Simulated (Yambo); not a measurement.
```
BaCNSCl
1.0
    5.91309     0.00000     0.00000
    0.00000     4.68980     0.00000
   -1.34865     0.00000     8.80226
C N S Cl Ba
2 2 2 2 2
Direct
  0.39394   0.25000   0.84562
  0.60606   0.75000   0.15438
  0.57901   0.25000   0.80905
  0.42099   0.75000   0.19095
  0.85986   0.75000   0.10390
  0.14014   0.25000   0.89610
  0.74783   0.25000   0.45163
  0.25217   0.75000   0.54837
  0.78990   0.75000   0.69859
  0.21010   0.25000   0.30141
```

Response from Yambo on PBEsol (pw.x of Quantum ESPRESSO, ONCV potentials, without SOC) bands: 4×4×2 mesh, 175 bands, 3 Ry local-field block, 0.2 eV broadening.

**Question.** Give the static electronic dielectric constant without and with local fields along each axis.

**Answer.** 
| field along | ε(0), independent particles | ε(0), RPA with local fields | refractive index √ε |
|---|---|---|---|
| x | 5.11 | 3.84 | 1.96 |
| y | 3.28 | 2.81 | 1.68 |
| z | 3.42 | 2.88 | 1.70 |
Electronic (clamped-ion) response only. PBEsol gaps are usually too small, which raises these values. Convergence of the RPA response with its 4×4×2 mesh was not tested. x, y and z are Cartesian axes of the cell as given.

Geometry of the Materials Project entry, not relaxed at this level.
